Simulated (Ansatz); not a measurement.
**Data sheet: AlSiCN (DFT)**

AlSiCN:
```yaml
crystal:
  lattice:
    - [1.55723, 0.89907, 5.07393]
    - [-1.55723, 0.89907, 5.07393]
    - [0.00000, -1.79814, 5.07393]
  atoms:
    - { symbol: Al, position: [0.99509, 0.99509, 0.99509] }
    - { symbol: N, position: [0.12718, 0.12718, 0.12718] }
    - { symbol: Si, position: [0.50666, 0.50666, 0.50666] }
    - { symbol: C, position: [0.62110, 0.62110, 0.62110] }
```

Space group R3m (No. 160); conventional cell a = b = 3.114 Å, c = 15.222 Å, α = β = 90.00°, γ = 120.00°.

Method: PBEsol in the plane-wave PAW code Ansatz. The cell and atoms are relaxed at this level. Other levels are named where they apply.

### Cell and energy

```json
{
  "volume_per_atom": "10.66 Å³",
  "density": "3.16 g/cm³",
  "Formation energy from the elements (no fitted shifts)": "-0.40 eV/atom"
}
```

### Electronic structure

```json
{
 "electronic_character": "metallic (no gap)",
 "Density of states at the Fermi level": "0.03 states/eV per atom (mean over ±0.08 eV)"
}
```

### Mechanics

```json
{
 "Bulk modulus (Birch–Murnaghan fit)": "185 GPa",
 "Pressure derivative B′": "4.1"
}
```

### Phonons

```json
{
 "highest_zone_centre_frequency": "952 cm^-1",
 "zone_centre_stability": "no imaginary mode at Γ"
}
```

The start of the workflow was typed in or built on a structure type; neither database checked (COD, Materials Project) lists it. Whether it is the stable phase at ambient conditions was not checked. Symmetry was held in the PBEsol relaxation. A small band overlap can be real or an error of a semilocal functional. As this level gives no gap, phonon frequencies hold no LO–TO term and depend on the k-mesh and smearing (Fermi–Dirac, 0.1 eV here). The references are the lowest solids computed at this level, not always the standard phases (solids in place of the gases).

Potentials: the earlier of the program's two PAW sets. The files were generated under PBE; for other functionals the program regenerates the frozen cores, and for LDA and PBEsol the local potential too.
